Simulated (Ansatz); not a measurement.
TiZn: energy along a strain

TiZn, Pm-3m, a = 3.124 Å (as given, not relaxed at this level: -2.8 GPa). The structure is a Materials Project entry; whether it is the stable form wasn't checked. Ansatz: PBEsol, PAW, 420 eV, Γ-centred 16×16×16 mesh on 2 atoms, Gaussian smearing 0.15 eV; no spin polarisation. Cell vectors (Å): 3.124 0.000 0.000; 0.000 3.124 0.000; 0.000 0.000 3.124. The cell is strained by x per cent times the pattern (0 1 0 0 0 0) in the order xx yy zz yz xz xy (engineering shears), with fractional coordinates held. y is the free energy over the start, V0 = 15.240 Å³/atom.

| x (%) | y (meV/atom) |
| --- | --- |
| -2.00 | ? |
| -1.50 | -2.45 |
| -1.00 | -1.98 |
| 0.00 | 0.00 |
| 0.50 | 1.49 |
| 1.50 | 5.39 |
| 2.00 | 7.79 |

Question: Fit y = c1 x + c2 x² + c3 x³ to the other rows, get the stiffness along the pattern, and predict the missing energy.

Answer: Least squares on the rows shown. y = 2.650 x + 0.6538 x² − 0.01569 x³. The clamped-ion stiffness p·C·p = 2 × 6.538 eV × 160.2 / 15.240 Å³ = 137 GPa, which is C22 in these axes (C11 of the cubic crystal) (second derivative at the start, which stands under stress). At x = -2.00 the fit asked for gives -2.56 meV/atom. The run gave -2.56 meV/atom, the same to the digits shown.